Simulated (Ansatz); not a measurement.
One stationary structure of SnSe. Space group Fm-3m (No. 225), rock salt type. Calculation: PBEsol (plane waves to 420 eV, PAW, scalar-relativistic; Ansatz, a quantum-chemistry and plane-wave program).

Space group Fm-3m (No. 225); a = 5.9492 Å, b = 5.9492 Å, c = 5.9492 Å, α = 90.00°, β = 90.00°, γ = 90.00°

```json
[
 {"atom": "Se", "site": "4a", "symmetry": "m-3m", "x": "0.0000", "y": "0.0000", "z": "0.0000"},
 {"atom": "Sn", "site": "4b", "symmetry": "m-3m", "x": "0.5000", "y": "0.5000", "z": "0.5000"}
]
```
(The calculation used a cell of 2 atoms; values per cell refer to that cell.)

Q: Give the band gap at the level PBEsol.

A: No clear gap: the sampled points leave 0.17 eV away from the symmetry points, which may be a band crossing missed between them.

No spin polarisation in the result.

The run could not lose the symmetry of its start; a randomly shaken copy of 4 atoms returns to this structure.

All atoms sit on sites fixed by symmetry, so only the cell could relax.

The first start was generated by placing the elements on the sites of a structure type. A measured structure of SnSe has the same space group, Fm-3m (No. 225); the sites were not compared with it. Another known form has space group No. 62.
